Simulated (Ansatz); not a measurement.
# GaN with Si replacing N: gradients before and after relaxing the atoms

Start: a supercell of GaN (wurtzite type, P6_3mc) built from an entry of the Crystallography Open Database (COD) (the entry's cell lengths or inner coordinates differ somewhat from later room-temperature determinations), with all atoms left at the host's positions.

```
CELL_PARAMETERS angstrom
6.36000 0.00000 0.00000
-4.77000 8.26188 0.00000
0.00000 0.00000 10.33200
ATOMIC_POSITIONS crystal
Ga 0.16667 0.22222 0.00000
Ga 0.16667 0.22222 0.50000
Ga 0.16667 0.55556 0.00000
Ga 0.16667 0.55556 0.50000
Ga 0.16667 0.88889 0.00000
Ga 0.16667 0.88889 0.50000
Ga 0.66667 0.22222 0.00000
Ga 0.66667 0.22222 0.50000
Ga 0.66667 0.55556 0.00000
Ga 0.66667 0.55556 0.50000
Ga 0.66667 0.88889 0.00000
Ga 0.66667 0.88889 0.50000
Ga 0.33333 0.11111 0.25000
Ga 0.33333 0.11111 0.75000
Ga 0.33333 0.44444 0.25000
Ga 0.33333 0.44444 0.75000
Ga 0.33333 0.77778 0.25000
Ga 0.33333 0.77778 0.75000
Ga 0.83333 0.11111 0.25000
Ga 0.83333 0.11111 0.75000
Ga 0.83333 0.44444 0.25000
Ga 0.83333 0.44444 0.75000
Ga 0.83333 0.77778 0.25000
Ga 0.83333 0.77778 0.75000
Si 0.16667 0.22222 0.18750
N 0.16667 0.22222 0.68750
N 0.16667 0.55556 0.18750
N 0.16667 0.55556 0.68750
N 0.16667 0.88889 0.18750
N 0.16667 0.88889 0.68750
N 0.66667 0.22222 0.18750
N 0.66667 0.22222 0.68750
N 0.66667 0.55556 0.18750
N 0.66667 0.55556 0.68750
N 0.66667 0.88889 0.18750
N 0.66667 0.88889 0.68750
N 0.33333 0.11111 0.43750
N 0.33333 0.11111 0.93750
N 0.33333 0.44444 0.43750
N 0.33333 0.44444 0.93750
N 0.33333 0.77778 0.43750
N 0.33333 0.77778 0.93750
N 0.83333 0.11111 0.43750
N 0.83333 0.11111 0.93750
N 0.83333 0.44444 0.43750
N 0.83333 0.44444 0.93750
N 0.83333 0.77778 0.43750
N 0.83333 0.77778 0.93750
```

Sites (sets of like atoms) are named by element and the number of their first atom in this list.

Computed with Ansatz: DFT, PBE, plane waves and PAW, scalar-relativistic, 420 eV cutoff, Γ-centred 4×3×2 k-points, Fermi–Dirac smearing 0.01 eV, cell charge -1.

The largest force at the start is 7.0 eV/Å. Relaxing the ions at fixed cell moves them by 0.284 Å at most (atom 1, Ga) and 0.093 Å rms.

```csv
site,atom,moved (Å),first shell before,first shell after,V_zz before (10²¹ V/m²),η before
Ga1,1,0.284,"1 Si at 1.94 Å, 3 N at 1.95 Å","3 N at 1.95–1.96 Å, 1 Si at 2.19 Å",-12.96,0.01
Ga5,5,0.026,4 N at 1.94–1.95 Å,4 N at 1.94–1.95 Å,-0.81,0.56
Ga6,6,0.037,4 N at 1.94–1.95 Å,4 N at 1.91–1.93 Å,-0.58,0.30
Ga9,9,0.026,4 N at 1.94–1.95 Å,4 N at 1.94–1.95 Å,-0.69,0.56
Ga11,11,0.018,4 N at 1.94–1.95 Å,4 N at 1.94–1.95 Å,-0.76,0.63
Ga13,13,0.185,"3 N at 1.94–1.95 Å, 1 Si at 1.95 Å","3 N at 1.92–1.95 Å, 1 Si at 2.16 Å",-12.18,0.10
Ga15,15,0.243,"3 N at 1.94–1.95 Å, 1 Si at 1.95 Å","3 N at 1.95–1.96 Å, 1 Si at 2.17 Å",-12.37,0.03
Ga16,16,0.094,4 N at 1.94–1.95 Å,4 N at 1.91–1.96 Å,-1.27,0.11
Ga17,17,0.054,4 N at 1.94–1.95 Å,4 N at 1.88–1.95 Å,0.77,1.00
Ga19,19,0.198,"3 N at 1.94–1.95 Å, 1 Si at 1.95 Å","3 N at 1.92–1.96 Å, 1 Si at 2.16 Å",-12.18,0.11
Ga21,21,0.046,4 N at 1.94–1.95 Å,4 N at 1.93–1.96 Å,-0.52,0.87
Ga23,23,0.079,4 N at 1.94–1.95 Å,4 N at 1.91–1.95 Å,0.54,0.81
Ga24,24,0.035,4 N at 1.94–1.95 Å,4 N at 1.93–1.94 Å,-0.42,0.16
Si,25,0.045,4 Ga at 1.94–1.95 Å,4 Ga at 2.16–2.19 Å,-0.49,0.87
N35,35,0.101,4 Ga at 1.94–1.95 Å,4 Ga at 1.91–1.95 Å,-1.00,0.42
N40,40,0.131,4 Ga at 1.94–1.95 Å,4 Ga at 1.91–1.96 Å,-0.88,0.12
```

Problem. What are V_zz and η after the relaxation?

Solution. 

| site | atom | V_zz after | η after | change of V_zz |
| --- | --- | --- | --- | --- |
| Ga1 | 1 | -5.34 | 0.12 | +7.62 |
| Ga5 | 5 | -1.59 | 0.61 | -0.78 |
| Ga6 | 6 | -0.70 | 0.90 | -0.12 |
| Ga9 | 9 | -2.09 | 0.66 | -1.40 |
| Ga11 | 11 | -1.80 | 0.82 | -1.04 |
| Ga13 | 13 | -7.10 | 0.30 | +5.08 |
| Ga15 | 15 | -6.34 | 0.27 | +6.03 |
| Ga16 | 16 | 1.41 | 0.09 | – |
| Ga17 | 17 | 3.25 | 0.20 | +2.48 |
| Ga19 | 19 | -6.91 | 0.33 | +5.27 |
| Ga21 | 21 | -2.48 | 0.77 | -1.96 |
| Ga23 | 23 | 2.53 | 0.84 | +1.99 |
| Ga24 | 24 | -0.84 | 0.76 | -0.42 |
| Si | 25 | -1.18 | 0.74 | -0.69 |
| N35 | 35 | -1.53 | 0.43 | -0.53 |
| N40 | 40 | -1.79 | 0.58 | -0.91 |

The largest change of V_zz along a kept axis is on Ga1, from -12.96 to -5.34. Small gradients that grow severalfold: Ga2 (0.21 to 3.02). Where |V_zz| stays above 0.1 and the axes keep their order, η moves most on Ga24, from 0.16 to 0.76. On Ga5, Ga17, Ga11, Ga9, Ga23, Ga3, Ga10, N42 (not all in the table) V_xx and V_yy change places (or their axes turn by over 50°), so the two values of η hide a larger change. On Ga16, Ga14, Ga20, Ga22, Ga8, N36, N30, N46 and 4 more sites (not all in the table) the largest principal value lies along another axis in the second run, so the two V_zz can't be compared directly. The table leaves out 32 of the 48 sites, with |V_zz| up to 3.91; their tensors move by 2.83 at most along any direction. The statements above cover all sites. The host's own positions weren't relaxed first, so part of the change far from the defect can be the host's relaxation.

The defect repeats with the cell of 48 atoms, so it feels its images: sites between two images don't show the values beside a lone defect, and zeros or small values of η there can come from the images' arrangement. Ga and N carry a gradient in the pure host already, so the values there aren't the defect's effect alone. A uniform background compensates the cell's charge.
Before: With a gap of 0.8 eV on this mesh, small gradients can still move by 0.1 × 10²¹ V/m² or more as the k-mesh gets denser. The cell keeps the host's lattice, where the PBE pressure is 15 GPa (in a charged cell this depends on the convention for the mean potential). The neighbours have not yet relaxed around the defect (largest force 7.0 eV/Å), so the values at and beside it are those of a strained start, not of the defect in a real crystal.
After: With a gap of 0.1 eV on this mesh, small gradients can still move by 0.1 × 10²¹ V/m² or more as the k-mesh gets denser. The cell keeps the host's lattice, where the PBE pressure is 13 GPa (in a charged cell this depends on the convention for the mean potential).
